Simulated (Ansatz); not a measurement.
## Zr₂TeSe: rattling a relaxed structure

It was reached by relaxing an invented guess, and it needn't be the stable form of this composition.

Method: DFT PBE, scalar-relativistic, plane waves, PAW in Ansatz. Plane waves to 420 eV, a k mesh through Γ of 12×12×6 on the computed 4-atom cell and Gaussian smearing (0.10 eV); no spin polarisation.

The cell below (4 atoms, space group P-6m2 (No. 187)) is relaxed within its symmetry.

```
Zr Te Se
1.0
     3.63047    0.00000    0.00000
    -1.81523    3.14408    0.00000
     0.00000    0.00000    7.71238
Zr Te Se
2 1 1
Direct
  0.66667 0.33333 0.23433
  0.66667 0.33333 0.76567
  0.00000 0.00000 0.50000
  0.33333 0.66667 0.00000
```

For the test a repeat of it with 8 atoms (edges 3.63, 6.29, 7.71 Å) was strained at random (σ = 1.5 % a component), the atoms were moved at random (σ = 0.05 Å), and all was relaxed again on a coarse 6×4×4 mesh (in the run’s order of axes) with 0.20 eV smearing, with no symmetry imposed.

These runs have no spin–orbit coupling, which can matter for Te.

Question: Does it come back?

Answer: It returns, within 1 meV/atom of the unmoved cell on that mesh and with the same symmetry when read at 0.1 Å. No instability shows in this cell; modes of other wave vectors, which need another repeat, aren't tested.
